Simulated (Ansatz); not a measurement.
A geometry of Ru away from equilibrium: step 23 of the relaxation of a randomly generated symmetric cell of Ru (space group No. 166). Level of theory: PBEsol (plane waves to 420 eV, PAW, scalar-relativistic; Ansatz, a quantum-chemistry and plane-wave program). Γ-centred k-mesh 11×11×11 on the run's cell (coarser than for final values), Fermi–Dirac smearing 0.05 eV.

```
Ru
1.0
    2.10630     1.21607     1.76051
   -2.10630     1.21607     1.76051
    0.00000    -2.43214     1.76051
Ru
2
Direct
  0.75000   0.75000   0.75000
  0.25000   0.25000   0.25000
```

**Question.** Which atoms carry the largest force, and which way does it point?

**Answer.** No atom: all forces are below 0.005 eV/Å; only the cell is out of equilibrium.

**Question.** What is the pressure?

**Answer.** +5.5 GPa, compression positive.

**Question.** How far above the relaxed end point is this geometry?

**Answer.** 0.01 eV/atom; the path ends in Im-3m (No. 229) (bcc (W type)).

No spin polarisation in the result.

The run could not lose the symmetry of its start, so the end can be a saddle point.

The end of the path is a generated cell of Ru: the first start was made by a random draw of sites in a space group, and the end was not matched to a known phase here, so it may be hypothetical. Known forms of Ru include space group No. 194.
